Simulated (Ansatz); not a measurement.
CaO: energy along a strain

CaO, Fm-3m, a = 4.898 Å (as given, not relaxed at this level: -11.8 GPa). Ansatz: LDA, PAW, 420 eV, Γ-centred 8×8×8 mesh on 2 atoms, Gaussian smearing 0.05 eV; no spin polarisation. Cell vectors (Å): 0.000 2.449 2.449; 2.449 0.000 2.449; 2.449 2.449 0.000. The cell is strained by x per cent times the pattern (0 0 0 0 0 1) in the order xx yy zz yz xz xy (engineering shears), with fractional coordinates held. y is the free energy over the start, V0 = 14.688 Å³/atom. Symmetry makes y even in x.

| x (%) | y (meV/atom) |
| --- | --- |
| -2.00 | ? |
| -1.00 | 0.35 |
| 0.00 | 0.00 |
| 0.25 | 0.02 |
| 0.50 | 0.09 |
| 0.75 | 0.20 |
| 1.25 | 0.52 |
| 1.50 | 0.75 |
| 1.75 | 1.00 |

Fit y = c2 x² + c4 x⁴ to the other rows, get the stiffness along the pattern, and predict the missing energy.

Least squares on the rows shown. y = 0.3521 x² − 0.008497 x⁴. The clamped-ion stiffness p·C·p = 2 × 3.521 eV × 160.2 / 14.688 Å³ = 77 GPa, which is C66 in these axes (C44 of the cubic crystal) (second derivative at the start, which stands under stress). At x = -2.00 the fit asked for gives 1.27 meV/atom. The run gave 1.30 meV/atom, so the fit is 0.03 meV/atom too low, a small miss on the scale of the series.